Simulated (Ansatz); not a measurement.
A geometry of ZnAu away from equilibrium: the start of the relaxation of a generated trial cell of ZnAu in the AFLOW prototype AB_oP8_62_c_c (B16, as in GeS). All values below come from PBEsol (plane waves to 420 eV, PAW, scalar-relativistic; Ansatz, a quantum-chemistry and plane-wave program). Γ-centred k-mesh 4×10×8 on the run's cell (coarser than for final values), Fermi–Dirac smearing 0.05 eV.

```xyz
8
Lattice="9.5440 0.0000 0.0000 0.0000 3.3340 0.0000 0.0000 0.0000 3.9293" Properties=species:S:1:pos:R:3:forces:R:3 pbc="T T T" free_energy=-65150.345 pressure_GPa=19.7
Au     3.5790     0.8335     1.3085    3.1665    0.0000    1.4365
Au     8.3510     0.8335     0.6562    3.1665    0.0000   -1.4365
Au     5.9650     2.5005     2.6209   -3.1665    0.0000   -1.4365
Au     1.1930     2.5005     3.2731   -3.1665    0.0000    1.4365
Zn     1.3266     0.8335     1.5285   -2.6877    0.0000   -1.2715
Zn     6.0986     0.8335     0.4362   -2.6877    0.0000    1.2715
Zn     8.2174     2.5005     2.4008    2.6877    0.0000    1.2715
Zn     3.4454     2.5005     3.4932    2.6877    0.0000   -1.2715
```

Positions in Å, forces in eV/Å, free energy of the cell in eV (comparable only within this code, potentials and settings). Largest force: 3.48 eV/Å, on Au1, Au2, Au3, Au4 (atoms numbered as listed); the geometry lies 0.39 eV/atom above the end of its relaxation.

No spin polarisation in the result.

The run could not lose the symmetry of its start, so the end can be a saddle point.

The end of the path is a generated cell of ZnAu: the first start was made by placing the elements on the sites of a structure type, and the end was not matched to a known phase here, so it may be hypothetical. Known forms of ZnAu include space group No. 221.
